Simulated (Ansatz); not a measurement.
## How the vibrations of SiO2 change with volume

Computed with Ansatz, DFT LDA, scalar-relativistic, plane waves, PAW. Cutoff 420 eV, 8×8×8 k-points (Γ-centred), fixed occupations. No spin polarisation. Phonons by linear response, acoustic sum rule imposed.

Relaxed structure:
```cif
data_structure
_symmetry_space_group_name_H-M 'P 1'
_symmetry_Int_Tables_number 1
_cell_length_a 5.0399
_cell_length_b 5.0399
_cell_length_c 5.0399
_cell_angle_alpha 121.482
_cell_angle_beta 121.482
_cell_angle_gamma 87.452
_cell_volume 88.40
loop_
_atom_site_label
_atom_site_type_symbol
_atom_site_fract_x
_atom_site_fract_y
_atom_site_fract_z
_atom_site_occupancy
Si1 Si 0.00000 0.00000 0.00000 1
Si2 Si 0.75000 0.25000 0.50000 1
O1 O 0.97420 0.62500 0.84920 1
O2 O 0.37500 0.22420 0.34920 1
O3 O 0.77580 0.12500 0.15080 1
O4 O 0.87500 0.02580 0.65080 1
```

Cells at 0.98 and 1.02 times the equilibrium volume were relaxed in shape and atoms; γ = −d ln ν / d ln V, modes matched by rank.

Question: Give the optical frequencies at Γ without the LO field (cm⁻¹) at the three volumes and the mode Grüneisen parameters.

Answer:
```csv
0.98 V,V,1.02 V,γ,degeneracy
144,136,128,3.03,2
354,333,310,3.32,1
359,358,357,0.15,1
422,415,408,0.82,1
427,426,425,0.10,1
450,447,445,0.30,2
771,767,763,0.27,1
787,781,776,0.36,2
1075,1079,1082,-0.16,1
1087,1089,1091,-0.10,2
1113,1120,1127,-0.33,1
```

Question: What pressures hold the two strained cells, and what bulk modulus follows?

Answer: 0.41 GPa at 0.98 V and -0.37 GPa at 1.02 V, so B = −dP/d ln V ≈ 20 GPa.

Question: How does the gap respond?

Answer: It is 5.84, 5.76 and 5.70 eV at 0.98, 1 and 1.02 V: dE_g/d ln V = -3.5 eV.

Question: And the dielectric constants (a third of the trace)?

Answer: ε∞: 2.27, 2.25, 2.23; ε0: 4.0, 3.9, 3.9, in order of rising volume.

This form isn't the usual stable structure of the compound.